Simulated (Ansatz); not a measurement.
# TiAl under compression and expansion

```cif
data_structure
_symmetry_space_group_name_H-M 'P4/mmm'
_symmetry_Int_Tables_number 123
_cell_length_a 2.8373
_cell_length_b 2.8373
_cell_length_c 4.0591
_cell_angle_alpha 90.000
_cell_angle_beta 90.000
_cell_angle_gamma 90.000
_cell_volume 32.68
loop_
_atom_site_label
_atom_site_type_symbol
_atom_site_symmetry_multiplicity
_atom_site_Wyckoff_symbol
_atom_site_fract_x
_atom_site_fract_y
_atom_site_fract_z
_atom_site_occupancy
Ti1 Ti 1 a 0.00000 0.00000 0.00000 1
Al1 Al 1 d 0.50000 0.50000 0.50000 1
```

The runs use the primitive cell with vectors (2.837, 0.000, 0.000), (0.000, 2.837, 0.000), (0.000, 0.000, 4.059) Å, to which the k mesh refers.

The geometry is COD entry 1532769, unchecked; take it as a test cell.

Spin polarisation is left out, and whether a magnetic state lies lower isn't shown here.

All numbers are computed: DFT, PBEsol, all-electron LAPW, scalar-relativistic (Ansatz 0.2.0); DFT, PBEsol, PAW with Ansatz's default frozen-core files, scalar-relativistic (Ansatz 0.2.0).

For LAPW: a Γ-centred 12×12×8 k mesh, Fermi–Dirac smearing of 0.05 eV, basis error target 1 meV/atom, no spin polarisation. PAW takes a cutoff of 420 eV at this cell (files made with PBE, cores remade for this functional). The Ansatz runs share mesh, smearing and spin set-up. Plane-wave (PAW) pressures include the program's estimate of the Pulay term.

The cell above is scaled evenly, with fractional coordinates and shape held.

(1) Estimate the equilibrium volume and bulk modulus that all-electron LAPW gives for this fixed shape.

Results:

(1) V0 = 15.77 Å³/atom, B0 = 120 GPa, B0′ = 3.9, from a third-order Birch–Murnaghan fit to these pressures:
```csv
V/V(cell),V (Å³/atom),"P, LAPW (GPa)","P, PAW (GPa)","free energy over the lowest listed, PAW (meV/atom)"
0.9400,15.358,3.36,3.41,4.2
0.9600,15.685,0.66,0.71,0.0
0.9800,16.012,-1.78,-1.73,1.1
0.9900,16.175,-2.90,-2.87,3.4
1.0000,16.338,-3.98,-3.94,6.9
1.0100,16.502,-5.00,-4.97,11.5
1.0200,16.665,-5.97,-5.94,17.0
1.0400,16.992,-7.76,-7.74,31.0
1.0600,17.319,-9.39,-9.36,48.5
```
